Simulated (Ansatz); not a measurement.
Consider the following.

HfTeS:
Space group P3m1 (No. 156); a = 3.683 Å, b = 3.683 Å, c = 6.200 Å, α = 90.00°, β = 90.00°, γ = 120.00°

```csv
atom,site,symmetry,x,y,z
Hf,1b,3m.,0.3333,0.6667,0.0313
Te,1a,3m.,0.0000,0.0000,0.7249
S,1c,3m.,0.6667,0.3333,0.2437
```

This is the LDA-relaxed structure.

All from the program Ansatz at the LDA level (PAW), unless another level is named. Estimate the electronic character.

metallic (no gap).

Predict the formation energy from the elements (no fitted shifts).

-1.20 eV/atom.

Give the density of states at the Fermi level.

0.26 states/eV per atom (mean over ±0.08 eV).

The workflow started from a Materials Project entry (that database holds measured and hypothetical structures alike); the Crystallography Open Database copy checked does not list it. Its standing as an ambient phase is unchecked. The cell was relaxed with LDA under the symmetry of its start; its stability against distortions is not shown here. The run is not spin-polarised. A crystal of weakly bound layers computed without a dispersion correction: the cell and the soft elastic constants depend strongly on that. The references are the lowest solids computed at this level, not always the standard phases. Scalar-relativistic: spin–orbit coupling is off unless named, which matters more the heavier the elements.

Potentials: the later of the program's two PAW sets.
